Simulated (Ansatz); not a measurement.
The relaxed structure here is a generated cell of CdS: the first start was made by placing the elements on the sites of a structure type, and the end was not matched to a known phase here, so it may be hypothetical. Known forms of CdS include space group No. 186, 216.

A structure of CdS relaxed with PBEsol (plane waves to 420 eV, PAW, scalar-relativistic; Ansatz, a program for electronic structure); single points at other levels follow on the same geometry (Ansatz, PAW; HSE06 at 420 eV on a 4×4×4 k-mesh; no spin-orbit coupling). Space group P4₂/ncm (No. 138).

Space group P4₂/ncm, origin choice 1 (No. 138); a = 5.331 Å, b = 5.331 Å, c = 7.204 Å, α = 90.00°, β = 90.00°, γ = 90.00°

```
atom  site  symmetry       x       y       z
----  ----  --------  ------  ------  ------
Cd      4c     ..2/m  0.2500  0.2500  0.2500
S       4e      2.mm  0.0000  0.5000  0.0405
```

```
level   gap (eV)      kind  conduction minimum
------  --------  --------  ------------------
PBEsol      0.98  indirect                   Γ
HSE06        [?]         –                 [?]
```

### Question
Fill in the missing entries.

### Answer

- HSE06, gap (eV): 1.67
- HSE06, conduction minimum: Γ

HSE06 gaps come from a coarse mesh plus a few chosen points, so they may be too large. No spin polarisation in the result.

The run could not lose the symmetry of its start, so the end can be a saddle point.

It was reached from a disturbed copy of a P4₂/mmc (No. 131) cell, against which it lies -0.03 eV/atom.
